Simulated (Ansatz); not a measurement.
**Data sheet: LiTaO3 (DFT)**

LiTaO3:
```xyz
10
Lattice="5.3179 0.0000 0.0000 0.0000 5.3179 0.0000 0.0000 0.0000 3.8872" Properties=species:S:1:pos:R:3 pbc="T T T"
Li     2.6589     0.0000     1.9436
Li     0.0000     2.6589     1.9436
Ta     0.0000     0.0000     0.0000
Ta     2.6589     2.6589     0.0000
O      0.0000     0.0000     1.9436
O      2.6589     2.6589     1.9436
O      3.5871     0.9281     0.0000
O      1.7308     4.3897     0.0000
O      4.3897     3.5871     0.0000
O      0.9281     1.7308     0.0000
```

Space group P4/mbm (No. 127); conventional cell a = 5.3179 Å, b = 5.3179 Å, c = 3.8872 Å, α = 90.00°, β = 90.00°, γ = 90.00°.

Method: the program Ansatz at the LDA level (PAW). Structure relaxed to zero pressure with the same functional. Other levels are named where they apply.

Cell and energy:

- Volume per atom = 10.99 Å³
- Density = 7.13 g/cm³
- Formation energy from the elements (no fitted shifts) = -2.74 eV/atom

Electronic structure:

* **Band gap**: 2.40 eV (indirect)
* **Valence-band maximum**: at Z
* **Conduction-band minimum**: at Γ
* **Smallest direct gap on the standard path**: 2.65 eV
* **Electron effective mass, band 1 of 2 at the edge**: 0.64 along x, 0.26 along z (mₑ)
* **Electron effective mass, band 2 of 2 at the edge**: 0.62 along x, 0.26 along z (mₑ)

Mechanics:

Bulk modulus (Birch–Murnaghan fit): 166 GPa
Pressure derivative B′: 5.3
Elastic constants (relaxed ions, GPa): C11 = 270, C12 = 126, C13 = 55.1, C33 = 557, C44 = 70.4, C66 = 190
Mechanical stability: stable (all eigenvalues of C positive)
Hill bulk and shear moduli: 170 and 109 GPa
Young's modulus: 270 GPa
Poisson's ratio: 0.24
Debye temperature from the elastic constants: 581 K

Dielectric response:

Electronic dielectric constant ε∞ (DFPT): 5.41 (xx = yy), 5.39 (zz)
Born charges (a third of the trace): Li +1.20, Ta +8.18, O -3.20 to -3.10 e

Phonons:

- Highest zone-centre frequency (without LO–TO term) = 912 cm⁻¹
- Zone-centre stability = unstable, softest mode 202i cm⁻¹
- Dynamical stability on the path = unstable, down to 202i cm⁻¹

The workflow started from a Materials Project entry (that database holds measured and hypothetical structures alike); the Crystallography Open Database copy checked does not list it. It is not the phase usual at ambient conditions (space group No. 161). The cell was relaxed with LDA under the symmetry of its start. No spin polarisation was allowed. The references are the lowest solids computed at this level, not always the standard phases (solids in place of the gases). Scalar-relativistic: spin–orbit coupling is off unless named, which matters more the heavier the elements.

Potentials: the later of the program's two PAW sets.
